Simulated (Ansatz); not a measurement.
## Structures of Cd2Ga: which is lowest?

Plane-wave DFT in Ansatz with scalar-relativistic PAW potentials, cutoff 500 eV, Γ-centred meshes chosen by cell and gap, Gaussian smearing with energies taken to zero width. Every cell was relaxed (cell and atoms) in a run of its own, within the symmetry of its start. Functional: r2SCAN.

Relaxed structures (starts from databases or built by putting these elements on another compound's sites):
A. I4/mmm, 3 atoms in the computed cell, a = 3.958 Å, c = 8.181 Å; sites (symmetry × multiplicity) Cd 4mm × 4, Ga 4/mmm × 2; start: built
B. Fm-3m, 3 atoms in the computed cell, a = 6.460 Å; sites (symmetry × multiplicity) Cd -43m × 8, Ga m-3m × 4; start: built

Q: Rank them by energy. Could pressure change the order?

A:
| structure | group | E − E(lowest) (meV/atom) | V (Å³/atom) | gap on mesh (eV) |
| --- | --- | --- | --- | --- |
| B | Fm-3m | 0.0 | 22.47 | 0.00 |
| A | I4/mmm | 62 | 21.36 | 0.00 |

B is lowest, 62 meV/atom under A. A is denser by 1.11 Å³/atom, so pressure favours it: ΔE/ΔV, with ΔE in eV and 1 eV/Å³ = 160.2 GPa, gives about 9 GPa for equal enthalpy if both cells were rigid, a rough figure since the two compress differently. Other structures may lie lower than all of these, and vibrations aren't counted.